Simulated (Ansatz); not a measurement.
BAs (zinc blende)

```
BAs
1.0
    0.00000     4.80936     4.80936
    2.40468     2.40468     4.80936
    2.40468     2.40468     0.00000
As B
2 2
Direct
  0.00000   0.75000   0.75000
  0.50000   0.75000   0.75000
  0.00000   0.00000   0.00000
  0.50000   0.00000   0.00000
```

The atoms are displaced by Q × the pattern below (from a DFPT mode at X = (0.5, 0.5, 0.0), largest move 1; Q in Å), at fixed cell. It is one choice among 2 degenerate patterns. (q is in reciprocal vectors of the primitive cell; the cell shown is doubled to hold the pattern.)

```
atom       x       y      z
----  ------  ------  -----
As1    0.105   0.000  0.000
As2   -0.105   0.000  0.000
B3     0.000  -1.000  0.000
B4     0.000   1.000  0.000
```

Calculation: PBE (plane waves to 420 eV, PAW, scalar-relativistic; Ansatz, a program for electronic structure). k mesh 12×12×12 (Γ-centred), Fermi-Dirac smearing 0.05 eV. BAs was relaxed with its symmetry unable to fall. The PAW data are Ansatz's earlier set.

At one point of the scan the forces (eV/Å) are:

| atom | Fx | Fy | Fz |
|---|---|---|---|
| As1 | -2.063 | 0.000 | 0.000 |
| As2 | 2.063 | 0.000 | 0.000 |
| B3 | 0.000 | 2.694 | 0.000 |
| B4 | 0.000 | -2.694 | 0.000 |

**Question.** Which point is it?
A. Q = 0.140 Å
B. Q = 0.233 Å
C. Q = 0.187 Å
D. Q = 0.047 Å

**Answer.** C, Q = 0.187 Å

(For displaced atoms, the force is minus the slope of the energy, and its curvature is a force constant, which sets phonon frequencies.)
